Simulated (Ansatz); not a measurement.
Values for one crystal, relaxed and computed with DFT-r²SCAN in the program Ansatz with PAW potentials; other levels are named.

| Quantity | Result |
|---|---|
| Volume per atom | 13.25 Å³ |
| Electronic character | metallic (no gap) |
| Formation energy from the elements (no fitted shifts) | -1.01 eV/atom |
| Bulk modulus (Birch–Murnaghan fit) | 162 GPa |
| Density of states at the Fermi level | 0.09 states/eV per atom (mean over ±0.08 eV) |
| Gap with spin–orbit coupling | none (metallic) |
| Pressure derivative B′ | 4.2 |

Task: Which compound is it?
A. HgTe, zinc blende
B. La2WN4, I4/mmm (La on 4e, W on 2a, N on 4e, N on 4c)
C. InP, CsCl type
D. YN, CsCl type

Result: D, YN, CsCl type

Space group Pm-3m (CsCl type). The start of the workflow was typed in or built on a structure type; neither database checked (COD, Materials Project) lists it. COD files the formula under space group No. 225, so this cell is another polymorph or a model. Its standing as an ambient phase is unchecked. The cell was relaxed with r²SCAN under the symmetry of its start; whether a distortion lowers the energy is not shown. No spin polarisation was allowed. The references are the lowest solids computed at this level, not always the standard phases (solids in place of the gases). Scalar-relativistic: spin–orbit coupling is off unless named, which matters more the heavier the elements.

Potentials: the later of the program's two PAW sets.
